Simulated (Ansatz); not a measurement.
# AgBiSCl2: levels and charges under dearer methods

A database entry relaxed whole under r2SCAN at zero pressure (Cmcm, No. 63):

```xyz
10
Lattice="2.0114 -6.9220 0.0000 2.0114 6.9220 0.0000 0.0000 0.0000 8.7421" Properties=species:S:1:pos:R:3 pbc="T T T"
Ag    0.0000    0.0000    4.3710
Ag    0.0000    0.0000    0.0000
Bi    2.0114   -2.8935    2.1855
Bi    2.0114    2.8935    6.5566
S     2.0114    5.7937    2.1855
S     2.0114   -5.7937    6.5566
Cl    2.0114   -2.1774    4.9085
Cl    2.0114    2.1774    0.5374
Cl    2.0114    2.1774    3.8336
Cl    2.0114   -2.1774    8.2047
```

Its volume is 24.34 Å³ an atom, +1.3 % against the entry's 24.02, a cell as deposited in COD (2004).

Single points on this cell with plane-wave PAW DFT (Ansatz 0.2.0; r2SCAN 500 eV, hybrids 420 eV; fermi-dirac occupations of width 0.020 eV; no moments): r2SCAN on a 8×8×4 Γ-centred mesh; r2SCAN with spin-orbit coupling on a 6×6×2 Γ-centred mesh; HSE06 on a 4×4×2 Γ-centred mesh; PBE0 on a 4×4×2 Γ-centred mesh.

Problem. What does each level give for gap and charges?

Solution. The runs give:

| level | gap (eV), or kind | pressure (GPa) | Bader charge of Ag (e) | Bader charge of Bi (e) | Bader charge of S (e) | Bader charge of Cl (e) |
| --- | --- | --- | --- | --- | --- | --- |
| r2SCAN | 1.32 | 0.0 | +0.53 | +1.56 | -0.77 | -0.66 |
| r2SCAN with spin-orbit coupling | 0.92 | 0.2 | +0.54 | +1.48 | -0.73 | -0.64 |
| HSE06 | 1.96 | 0.1 | +0.52 | +1.59 | -0.78 | -0.67 |
| PBE0 | 2.65 | 0.0 | +0.52 | +1.60 | -0.78 | -0.67 |

Under r2SCAN the gap is 1.32 eV, over mesh and band path. HSE06 moves it by +0.64 eV and PBE0 by +1.33 eV; PBE0 keeps its exact exchange at long range, which widens the gap over HSE06's by 0.69 eV on their common mesh. Spin-orbit coupling moves the r2SCAN gap by -0.40 eV, which the hybrid values lack. The charge on Bi goes from +1.56 to +1.59 e under HSE06.

Caveats: the relaxation kept the start's symmetry; HSE06 is read on its mesh and at the zone's corners, PBE0 on its mesh alone; hybrid pressures are good to a few tenths of a GPa; pressure is positive in compression.
